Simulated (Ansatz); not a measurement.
LiPt2 (cubic Laves (MgCu2 type), space group No. 227) under volume change, r²SCAN (plane waves, PAW; program Ansatz), scaled uniformly.

```
V (Å³/atom)  E − E(relaxed) (meV/atom)  P (GPa)
-----------  -------------------------  -------
15.238                            76.3    17.84
15.740                            31.8    10.78
16.243                             7.4     4.90
16.745                             0.0     0.00
17.247                             6.6    -4.08
17.750                               ?        ?
18.252                               ?        ?
```

Q: What belongs in the gaps?

A: 
- 17.750, E − E(relaxed) (meV/atom): 24.9
- 17.750, P (GPa): -7.47
- 18.252, E − E(relaxed) (meV/atom): 52.8
- 18.252, P (GPa): -10.27

Q: What does a third-order Birch–Murnaghan fit give for V₀, B₀ and B′?

A: V₀ = 16.75 Å³/atom, B₀ = 149 GPa, B′ = 5.1.

Space group Fd-3m (cubic Laves (MgCu2 type)). The workflow started from an entry of the Crystallography Open Database (COD). Its standing as an ambient phase is unchecked. Symmetry was held in the r²SCAN relaxation; its stability against distortions is not shown here. The run is not spin-polarised. Scalar-relativistic: spin–orbit coupling is off unless named, which matters more the heavier the elements.

Potentials: the later of the program's two PAW sets.
